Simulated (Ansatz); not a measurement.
SnC8:
```yaml
crystal:
  lattice:
    - [0.00000, 2.45976, -4.26043]
    - [0.00000, 2.45976, 4.26043]
    - [6.74716, 0.00000, 0.00000]
  atoms:
    - { symbol: C, position: [0.99854, 0.00146, 0.00000] }
    - { symbol: C, position: [0.16494, 0.83506, 0.00000] }
    - { symbol: C, position: [0.49774, 0.00146, 0.00000] }
    - { symbol: C, position: [0.66467, 0.83452, 0.00000] }
    - { symbol: C, position: [0.99854, 0.50226, 0.00000] }
    - { symbol: C, position: [0.16548, 0.33533, 0.00000] }
    - { symbol: C, position: [0.49828, 0.50172, 0.00000] }
    - { symbol: C, position: [0.66467, 0.33533, 0.00000] }
    - { symbol: Sn, position: [0.83199, 0.16801, 0.50000] }
```

Relaxed with PBE. Special points in fractions of this cell's reciprocal vectors: Γ (0.000, 0.000, 0.000); Y (-0.500, 0.500, 0.000); C0 (-0.333, 0.667, 0.000); Σ0 (0.333, 0.333, 0.000); Z (0.000, 0.000, 0.500); A0 (0.333, 0.333, 0.500); E0 (-0.333, 0.667, 0.500); T (-0.500, 0.500, 0.500); S (0.000, 0.500, 0.000); R (0.000, 0.500, 0.500).

Question: List the band energies nearest the Fermi level at these points for plane-wave PAW PBE (Ansatz code).

Answer: In eV from the Fermi level; about four levels below and three above (degenerate sets whole), none deeper than 8.9 eV; points with the same levels are listed once.

| k | below | above |
|---|---|---|
| Γ | -3.09 -3.09 -2.94 -0.06 | 1.00 1.00 1.30 1.30 |
| Y | -5.67 -5.67 -3.47 -3.43 -0.94 | 0.77 1.09 2.16 |
| C0 | -0.66 -0.66 -0.43 -0.43 | 1.13 5.76 5.78 5.78 |
| Z | -3.14 -3.14 -2.94 -0.44 | 0.93 0.97 0.97 |
| A0 | -0.75 -0.75 -0.02 -0.02 | 0.20 5.07 5.07 |
| T | -5.67 -5.67 -3.53 -3.35 -0.62 | 0.12 1.04 2.15 |

Space group P6/mmm. The start of the workflow was typed in or built on a structure type; neither database checked (COD, Materials Project) lists it. Its standing as an ambient phase is unchecked. The cell was relaxed with PBE under the symmetry of its start; whether a distortion lowers the energy is not shown. The volume moved by 44 % from the start of the relaxation. Its formation energy is positive at this level, so the cell may be metastable or incomplete. Point labels and valley counts follow the cell and symmetry of the run, lower than the named group. Scalar-relativistic: spin–orbit coupling is off unless named, which matters more the heavier the elements.

Potentials: the earlier of the program's two PAW sets.
